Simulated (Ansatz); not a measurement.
BiBr3:
```cif
data_Bi4Br12
_chemical_formula_sum 'Bi4 Br12'
_space_group_name_H-M_alt 'C2/m'
_space_group_IT_number 12
_space_group_name_Hall '-C 2y'
_cell_length_a 7.18849
_cell_length_b 12.44132
_cell_length_c 6.89904
_cell_angle_alpha 90.000
_cell_angle_beta 110.061
_cell_angle_gamma 90.000
loop_
_atom_site_label
_atom_site_type_symbol
_atom_site_symmetry_multiplicity
_atom_site_Wyckoff_symbol
_atom_site_fract_x
_atom_site_fract_y
_atom_site_fract_z
_atom_site_occupancy
Bi1 Bi 4 g 0.00000 0.16637 0.00000 1
Br1 Br 8 j 0.25450 0.32836 0.25312 1
Br2 Br 4 i 0.23726 0.00000 0.25947 1
```
(The calculation used a cell of 8 atoms; values per cell refer to that cell.)

Relaxed with r²SCAN+D4. 

Task: HSE06 on this cell (Ansatz, a first-principles code, PAW) gives a gap of 3.49 eV. What does r²SCAN+D4 give?

Result: 3.10 eV.

Cost on shared cores: the r²SCAN+D4 run (SCF on a 5×5×5 mesh, then bands and DOS) roughly 7 core-minutes, the HSE06 run (SCF on 3×3×3, then a few points) very roughly 4 core-minutes; the tasks are unlike.

The workflow started from a Materials Project entry (that database holds measured and hypothetical structures alike); the Crystallography Open Database files this formula in space group No. 12, but the cells were not matched. Whether it is the stable phase at ambient conditions was not checked. The r²SCAN+D4 relaxation kept the symmetry of its start; whether a distortion lowers the energy is not shown. Scalar-relativistic: spin–orbit coupling is off unless named, which matters more the heavier the elements.

Potentials: the later of the program's two PAW sets.

Ansatz is a plane-wave DFT program.
